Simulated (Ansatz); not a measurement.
BeTe:
```
BeTe
1.0
    0.00000     2.77723     2.77723
    2.77723     0.00000     2.77723
    2.77723     2.77723     0.00000
Te Be
1 1
Cartesian
  4.16585   4.16585   4.16585
  0.00000   0.00000   0.00000
```

Relaxed with LDA. Special points in fractions of this cell's reciprocal vectors: Γ (0.000, 0.000, 0.000); X (0.500, 0.000, 0.500); U (0.625, 0.250, 0.625); K (0.375, 0.375, 0.750); L (0.500, 0.500, 0.500); W (0.500, 0.250, 0.750).

**Question.** List the band energies nearest the valence-band maximum at these points for plane-wave PAW LDA (Ansatz code).

**Answer.** In eV from the valence-band maximum; about four levels below and three above (degenerate sets whole), none deeper than 8.9 eV; points with the same levels are listed once.

| k | below | above |
|---|---|---|
| Γ | 0.00 0.00 0.00 | 3.59 3.59 3.59 |
| X | -5.29 -2.79 -2.79 | 1.79 2.63 9.92 9.92 |
| U | -4.90 -4.12 -2.36 | 2.60 5.28 8.02 |
| L | -5.79 -1.19 -1.19 | 3.18 4.58 4.58 |
| W | -4.69 -3.92 -3.41 | 5.24 5.49 5.59 |

Space group F-43m (zinc blende). The LDA relaxation kept the symmetry of its start; of distortions, only those at the zone centre were tested. Spin–orbit coupling is left out wherever it is not named.

Potentials: the later of the program's two PAW sets.
